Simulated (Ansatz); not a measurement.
**HfC: 15 steps of 1.5 fs from 1200 K**

All numbers below come from DFT, PBE, all-electron LAPW, scalar-relativistic in Ansatz 0.2.0.

Command: `ansatz run input.yaml --threads 2 --pin off --max-ram 4096MiB --backend cpu --events-out ev --progress --plain --runs-dir out` The run took 34 min on 2 threads of Arm Neoverse V1, on a shared host, peak memory 0.89 GiB.

```yaml
crystal:
  lattice:
    - [0.0, 4.65, 4.65]
    - [2.325, 0.0, 2.325]
    - [2.325, 2.325, 0.0]
  atoms:
    - { symbol: Hf, position: [0.25, 0.5, 0.5] }
    - { symbol: Hf, position: [0.75, 0.5, 0.5] }
    - { symbol: C, position: [0.0, 0.0, 0.0] }
    - { symbol: C, position: [0.5, 0.0, 0.0] }
kpoints:
  mp_grid: { grid: [4, 7, 7] }
scf:
  occupations: { method: fermi_dirac, width: 0.08 }
hamiltonian:
  xc: pbe
  pseudopotentials: { kind: all_electron, lapw: { basis_error: 0.001 } }
output:
  forces: true
  stress: true
md:
  timestep: 1.5
  n_steps: 15
  ensemble: nve
  temperature: 1200
  initial_velocities: maxwell_boltzmann
  seed: 50803
```

No spin–orbit coupling, which matters for the heavy atoms here.

The geometry is COD entry 1539502, unchecked; take it as a test cell.

Each frame lists Cartesian positions (Å) and forces (eV/Å). Free energies count from the first step, -822577.8833 eV.

Step 0 (t = 0.0 fs): E = 0.0 meV, T = 1200 K, conserved energy 0.0 meV

```
Hf    2.3250    2.3250    2.3250     0.000   0.000   0.000
Hf    2.3250    4.6500    4.6500     0.000   0.000   0.000
C     0.0000    0.0000    0.0000     0.000   0.000   0.000
C     0.0000    2.3250    2.3250     0.000   0.000   0.000
```

Step 1 (t = 1.5 fs): E = +6.9 meV, T = 1182 K, conserved energy 0.0 meV

```
Hf    2.3230    2.3253    2.3226    -0.080   0.044  -0.053
Hf    2.3290    4.6487    4.6537    -0.168   0.077  -0.115
C    -0.0089    0.0025   -0.0195    -0.010   0.062   0.273
C    -0.0209    2.3378    2.3261     0.258  -0.183  -0.105
```

Step 2 (t = 3.0 fs): E = +27.0 meV, T = 1131 K, conserved energy +0.2 meV

```
Hf    2.3209    2.3255    2.3202    -0.147   0.081  -0.096
Hf    2.3331    4.6474    4.6573    -0.337   0.154  -0.237
C    -0.0178    0.0050   -0.0385    -0.026   0.122   0.540
C    -0.0413    2.3504    2.3270     0.510  -0.358  -0.207
```

Step 3 (t = 4.5 fs): E = +58.2 meV, T = 1051 K, conserved energy +0.4 meV

```
Hf    2.3189    2.3258    2.3177    -0.196   0.112  -0.130
Hf    2.3370    4.6462    4.6609    -0.503   0.227  -0.363
C    -0.0268    0.0078   -0.0565    -0.048   0.180   0.795
C    -0.0609    2.3622    2.3275     0.747  -0.518  -0.302
```

Step 4 (t = 6.0 fs): E = +97.5 meV, T = 950 K, conserved energy +0.6 meV

```
Hf    2.3168    2.3261    2.3153    -0.232   0.136  -0.153
Hf    2.3409    4.6450    4.6645    -0.668   0.296  -0.490
C    -0.0358    0.0110   -0.0731    -0.068   0.229   1.029
C    -0.0790    2.3731    2.3274     0.968  -0.661  -0.386
```

Step 5 (t = 7.5 fs): E = +141.1 meV, T = 838 K, conserved energy +0.8 meV

```
Hf    2.3147    2.3264    2.3128    -0.260   0.156  -0.167
Hf    2.3448    4.6438    4.6680    -0.832   0.362  -0.615
C    -0.0450    0.0145   -0.0878    -0.079   0.265   1.237
C    -0.0954    2.3829    2.3267     1.171  -0.783  -0.454
```

Step 6 (t = 9.0 fs): E = +185.2 meV, T = 725 K, conserved energy +1.1 meV

```
Hf    2.3125    2.3267    2.3103    -0.286   0.175  -0.176
Hf    2.3485    4.6426    4.6714    -0.994   0.424  -0.735
C    -0.0543    0.0185   -0.1003    -0.073   0.283   1.412
C    -0.1098    2.3912    2.3252     1.353  -0.882  -0.500
```

Step 7 (t = 10.5 fs): E = +225.8 meV, T = 621 K, conserved energy +1.3 meV

```
Hf    2.3104    2.3270    2.3078    -0.310   0.193  -0.180
Hf    2.3521    4.6415    4.6748    -1.149   0.481  -0.845
C    -0.0638    0.0231   -0.1102    -0.047   0.280   1.547
C    -0.1216    2.3979    2.3227     1.506  -0.954  -0.522
```

Step 8 (t = 12.0 fs): E = +259.4 meV, T = 535 K, conserved energy +1.4 meV

```
Hf    2.3081    2.3274    2.3053    -0.333   0.209  -0.181
Hf    2.3556    4.6405    4.6780    -1.289   0.531  -0.939
C    -0.0733    0.0281   -0.1174     0.000   0.257   1.637
C    -0.1307    2.4029    2.3193     1.622  -0.997  -0.517
```

Step 9 (t = 13.5 fs): E = +283.4 meV, T = 474 K, conserved energy +1.5 meV

```
Hf    2.3059    2.3278    2.3027    -0.353   0.223  -0.178
Hf    2.3589    4.6395    4.6811    -1.407   0.571  -1.012
C    -0.0828    0.0336   -0.1215     0.067   0.213   1.677
C    -0.1369    2.4061    2.3150     1.693  -1.007  -0.487
```

Step 10 (t = 15.0 fs): E = +296.4 meV, T = 440 K, conserved energy +1.5 meV

```
Hf    2.3036    2.3282    2.3001    -0.369   0.235  -0.172
Hf    2.3620    4.6386    4.6841    -1.496   0.603  -1.061
C    -0.0922    0.0395   -0.1227     0.153   0.148   1.663
C    -0.1401    2.4075    2.3098     1.712  -0.986  -0.430
```

Step 11 (t = 16.5 fs): E = +298.7 meV, T = 434 K, conserved energy +1.4 meV

```
Hf    2.3013    2.3286    2.2975    -0.381   0.246  -0.163
Hf    2.3650    4.6378    4.6870    -1.556   0.625  -1.087
C    -0.1014    0.0457   -0.1208     0.258   0.065   1.597
C    -0.1401    2.4071    2.3038     1.679  -0.936  -0.347
```

Step 12 (t = 18.0 fs): E = +291.7 meV, T = 451 K, conserved energy +1.3 meV

```
Hf    2.2989    2.3291    2.2949    -0.389   0.255  -0.152
Hf    2.3678    4.6370    4.6898    -1.585   0.639  -1.090
C    -0.1100    0.0519   -0.1161     0.379  -0.037   1.482
C    -0.1371    2.4050    2.2972     1.594  -0.857  -0.241
```

Step 13 (t = 19.5 fs): E = +278.2 meV, T = 486 K, conserved energy +1.0 meV

```
Hf    2.2964    2.3296    2.2923    -0.390   0.263  -0.139
Hf    2.3703    4.6363    4.6924    -1.585   0.645  -1.074
C    -0.1180    0.0581   -0.1087     0.513  -0.153   1.325
C    -0.1313    2.4013    2.2901     1.461  -0.756  -0.112
```

Step 14 (t = 21.0 fs): E = +261.3 meV, T = 529 K, conserved energy +0.8 meV

```
Hf    2.2939    2.3302    2.2896    -0.381   0.269  -0.124
Hf    2.3727    4.6357    4.6948    -1.559   0.645  -1.042
C    -0.1251    0.0641   -0.0988     0.654  -0.280   1.133
C    -0.1228    2.3963    2.2828     1.286  -0.634   0.033
```

Step 15 (t = 22.5 fs): E = +244.6 meV, T = 571 K, conserved energy +0.7 meV

```
Hf    2.2914    2.3307    2.2870    -0.362   0.271  -0.105
Hf    2.3749    4.6352    4.6972    -1.511   0.639  -1.000
C    -0.1309    0.0695   -0.0870     0.797  -0.412   0.913
C    -0.1119    2.3901    2.2756     1.076  -0.498   0.191
```

Q: What is the mean temperature over the last 8 frames?

A: 490 K; so short a run of so small a cell isn't equilibrated.
